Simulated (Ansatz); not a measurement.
K2PtCl4:
```cif
data_Cl4K2Pt
_chemical_formula_sum 'K2 Pt1 Cl4'
_space_group_name_H-M_alt 'P4/mmm'
_space_group_IT_number 123
_space_group_name_Hall '-P 4 2'
_cell_length_a 7.03320
_cell_length_b 7.03320
_cell_length_c 4.12770
_cell_angle_alpha 90.000
_cell_angle_beta 90.000
_cell_angle_gamma 90.000
loop_
_atom_site_label
_atom_site_type_symbol
_atom_site_symmetry_multiplicity
_atom_site_Wyckoff_symbol
_atom_site_fract_x
_atom_site_fract_y
_atom_site_fract_z
_atom_site_occupancy
K1 K 2 e 0.00000 0.50000 0.50000 1
Pt1 Pt 1 a 0.00000 0.00000 0.00000 1
Cl1 Cl 4 j 0.23277 0.23277 0.00000 1
```

Relaxed with r²SCAN. The program Ansatz at the r²SCAN level (PAW) gives a gap of 2.17 eV.

Q: What gap does HSE06 give on the same cell (Ansatz, PAW)?

A: 3.37 eV, 1.20 eV more. The hybrid was solved on a coarser mesh and at special points; its gap is the smallest among all of these.

| k | v1 r²SCAN | c1 r²SCAN | v1 HSE06 | c1 HSE06 |
|---|---|---|---|---|
| Γ | -0.06 | 3.02 | ? | ? |
| Z | -0.04 | 3.06 | -0.04 | 4.37 |
| M | -0.02 | 2.17 | -0.06 | 3.37 |
| A | -0.01 | 2.33 | ? | ? |
| R | -0.02 | 2.77 | ? | ? |
| X | 0.00 | 2.71 | ? | ? |

Q: Top valence (v1) and lowest conduction level (c1) in eV from each method's valence maximum (which need not be a listed point): supply the withheld HSE06 values.

A: 
- X, v1 HSE06: -0.03
- X, c1 HSE06: 3.98
- A, v1 HSE06: 0.00
- A, c1 HSE06: 3.56
- R, v1 HSE06: -0.01
- R, c1 HSE06: 4.05
- Γ, v1 HSE06: -0.10
- Γ, c1 HSE06: 4.33

Cost on shared cores: the r²SCAN run (SCF on a 4×4×7 mesh, then bands and DOS) about 2.1 core-minutes (a rough figure), the HSE06 run (SCF on 3×3×4, then a few points) around 4 core-minutes (rough); the tasks are unlike.

The workflow started from a Materials Project entry (that database holds measured and hypothetical structures alike); the Crystallography Open Database files this formula in space group No. 123, but the cells were not matched. Its standing as an ambient phase is unchecked. The r²SCAN relaxation kept the symmetry of its start; whether a distortion lowers the energy is not shown. No spin polarisation was allowed. Spin–orbit coupling is left out wherever it is not named.

Potentials: the later of the program's two PAW sets.
